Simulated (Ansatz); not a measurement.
**Trial structures of NaEuC4: starts and ends**

Computed with Ansatz, DFT PBE, scalar-relativistic, plane waves, PAW. All cells share a 420 eV cutoff and Γ-centred k meshes spaced at most about 0.3 Å⁻¹ (about 0.25 or finer for metals, 2π included). Collinear spin in cells that started with moments and kept them past the coarse steps, no spin elsewhere.

Each guess was relaxed in cell and atoms at zero pressure, within the symmetry of its start. Temperature and zero-point effects are left out. Coordination counts C atoms around Eu and Na (those within 1.25 times the shortest such distance or 1.15 times the sum of covalent radii; a plus sign parts nearer from farther groups; the shortest distance is added where it is long for a bond).

```
guess     made from  start group  V start (Å³/atom)  end group  V end (Å³/atom)  coordination at the end  gap on mesh (eV)  largest moment (μB)  E over the lowest end (meV/atom)
    1   random cell        F-43m               18.3      F-43m             16.0              Na 4, Eu 12                 0                  6.6                               468
    2   CeDyC4 type       P4/mmm               13.8     P4/mmm             16.5           Na 2+8, Eu 2+8                 0                  6.3                                 0
    3  MnBe4Al type        F-43m               16.6      F-43m             12.4  Na 12 from 2.9 Å, Eu 12                 0                  6.4                               519
    4   random cell       I4/mmm               16.5          ?                ?                        ?                 ?                    ?                                 ?
    5    NbVB4 type       P6/mmm               14.4     P6/mmm             11.2  Na 12 from 3.4 Å, Eu 12                 0                  6.5                               172
```

Guess 4 as it starts:

```cif
data_structure
_symmetry_space_group_name_H-M 'I4/mmm'
_symmetry_Int_Tables_number 139
_cell_length_a 5.8257
_cell_length_b 5.8257
_cell_length_c 5.8167
_cell_angle_alpha 90.000
_cell_angle_beta 90.000
_cell_angle_gamma 90.000
_cell_volume 197.41
loop_
_atom_site_label
_atom_site_type_symbol
_atom_site_symmetry_multiplicity
_atom_site_Wyckoff_symbol
_atom_site_fract_x
_atom_site_fract_y
_atom_site_fract_z
_atom_site_occupancy
Na1 Na 2 a 0.00000 0.00000 0.00000 1
Eu1 Eu 2 b 0.00000 0.00000 0.50000 1
C1 C 8 i 0.61032 0.00000 0.00000 1
```

Task: Predict the end of this guess and its energy over the lowest end.

Result: It ends in space group I4/mmm (No. 139), with a = 5.812 Å, c = 9.989 Å, 28.1 Å³/atom and no gap, with moments up to 6.7 μB. It lies 0.44 eV/atom over the lowest end, above guess 5 and below guess 1. Counting C atoms around Eu and Na, this end has Na 4, Eu 8 and the lowest (guess 2) has Na 2+8, Eu 2+8. This end and the lowest (guess 2) both hold C–C pairs.

```
Na Eu C
1.0
    -2.90588    2.90588    4.99472
     2.90588   -2.90588    4.99472
     2.90588    2.90588   -4.99472
Na Eu C
1 1 4
Direct
  0.00000 0.00000 0.00000
  0.50000 0.50000 0.00000
  0.00000 0.60803 0.60803
  0.00000 0.39197 0.39197
  0.60803 0.00000 0.60803
  0.39197 0.00000 0.39197
```

The zero of energy is the elements' standard structures at the same level; no fitted shifts are applied.

Task: Is the lowest end bound against the elements?

Result: No: its formation energy is +0.53 eV/atom. It can't be a ground state, since the elements alone are lower.

Weakly bound directions are ill-defined at this level, which has no dispersion term (P6/mmm, I4/mmm), and this can change margins and order among such cells. The reference form of C is held partly by dispersion forces, which this level lacks. The 4f shell of Eu is treated without a Hubbard U, which places its levels poorly. Another magnetic order may lie lower. Cells relaxed within their symmetry can be saddle points. A lower structure may well exist outside this small set. Some candidate types were left out of the draw beforehand, so a known form may be missing.
